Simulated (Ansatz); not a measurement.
**Computed properties of Y₃GaC**

Y$_{3}$GaC:
```
CELL_PARAMETERS angstrom
      4.85472     0.00000     0.00000
      0.00000     4.85472     0.00000
      0.00000     0.00000     4.85472
ATOMIC_POSITIONS crystal
  Y  0.50000 0.00000 0.50000
  Y  0.00000 0.50000 0.50000
  Y  0.50000 0.50000 0.00000
  Ga 0.00000 0.00000 0.00000
  C  0.50000 0.50000 0.50000
```

Space group Pm-3m (No. 221), anti-perovskite; conventional cell a = 4.855 Å, b = 4.855 Å, c = 4.855 Å, α = 90.00°, β = 90.00°, γ = 90.00°.

Method: plane-wave PAW r²SCAN (Ansatz code). Structure relaxed to zero pressure with the same functional. Other levels are named where they apply.

**Cell and energy**

```
Quantity                                                      Result
-----------------------------------------------------  -------------
Volume per atom                                             22.88 Å³
Density                                                   5.06 g/cm³
Formation energy from the elements (no fitted shifts)  -0.63 eV/atom
```

**Electronic structure**

```
Property                                                                     Value
------------------------------------  --------------------------------------------
Electronic character                                             metallic (no gap)
Density of states at the Fermi level  0.05 states/eV per atom (mean over ±0.08 eV)
```

The workflow started from a Materials Project entry (that database holds measured and hypothetical structures alike); the Crystallography Open Database copy checked does not list it. Whether it is the stable phase at ambient conditions was not checked. The cell was relaxed with r²SCAN under the symmetry of its start; whether a distortion lowers the energy is not shown. The run is not spin-polarised. The references are the lowest solids computed at this level, not always the standard phases. Spin–orbit coupling is left out wherever it is not named.

Potentials: the later of the program's two PAW sets.
